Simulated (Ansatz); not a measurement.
MoPd (L1₀ or tetragonal B2, space group No. 123) at seven volumes, the program Ansatz at the PBE level (PAW), shape and atoms relaxed at each. One row is withheld.

```tsv
V (Å³/atom)	P (GPa)
13.885	27.14
14.343	16.48
14.801	7.53
15.259	0.01
15.716	?
16.174	-11.59
16.632	-16.00
```

Fit the shown pressures and predict the withheld one.

Third-order Birch–Murnaghan: P = (3/2)B₀(x^(7/2) − x^(5/2))[1 + (3/4)(B′ − 4)(x − 1)] with x = (V₀/V)^(2/3). Least squares on the six rows gives V₀ = 15.260 Å³/atom, B₀ = 228.8 GPa, B′ = 4.82. At V = 15.716, x = 0.9806 and P = -6.28 GPa. The run itself gave -6.30 GPa.

Space group P4/mmm (L1₀ or tetragonal B2). The start of the workflow was typed in or built on a structure type; neither database checked (COD, Materials Project) lists it. Its standing as an ambient phase is unchecked. The PBE relaxation kept the symmetry of its start; whether a distortion lowers the energy is not shown. The run is not spin-polarised.

Potentials: the later of the program's two PAW sets.
